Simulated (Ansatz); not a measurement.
⁹⁷Mo nuclear quadrupole resonance in MoS₂ at a changed volume

Cell: an entry of the Crystallography Open Database (COD), relaxed with PBE at fixed cell and then changed (volume scaled by 1.06, ions relaxed).

Space group P6_3/mmc (No. 194); a = 3.2016, c = 12.7757 Å, γ = 120.00°.

```csv
site,Wyckoff,site symmetry,x,y,z
Mo,2c,-6m2,0.3333,0.6667,0.2500
S,4f,3m.,0.3333,0.6667,0.6284
```

One atom of each set is listed.

Method: Kohn–Sham DFT in Ansatz, PBE, plane waves and PAW, scalar-relativistic, collinear spin, 420 eV cutoff, Γ-centred 16×16×4 k-points, Fermi–Dirac smearing 0.02 eV. Start moments as typed (μB): 2 on each Mo, none on the rest.

⁹⁷Mo: I = 5/2, Q = 255.0 mb (year-2017 value). Static lattice, zero field.

Task: Predict the zero-field ⁹⁷Mo lines of each site.

Result: For I = 5/2 and η = 0 the lines are 3|C_Q|/20 and twice that; η pulls their ratio below 2.

```
site  atoms  V_zz (10²¹ V/m²)  C_Q (MHz)     η  line frequencies (MHz)
  Mo      2             -7.90      -48.7  0.00              7.31, 14.6
```

Task: And for 95Mo (I = 5/2, Q = -22.00 mb) on Mo?

Result: C_Q scales with Q to 4.20 MHz, with lines at 0.631, 1.26 MHz.

An axis of threefold or higher order runs through Mo, so V_zz lies along it and η is zero.

Without spin–orbit coupling (the program notes it for Mo) the gradients can shift somewhat, as the gap is small. The start moments die out, and the run ends without spin.

The relaxation (4 steps) took 35 s of wall time (35 s of CPU time) and 0.93 GiB at its peak, on 1 thread of AMD EPYC 9R45 (Zen 5) (x86_64; 16 cores open to the job, memory cap 3.0 GiB, no GPU), a shared host with a load of 0.2 a core.
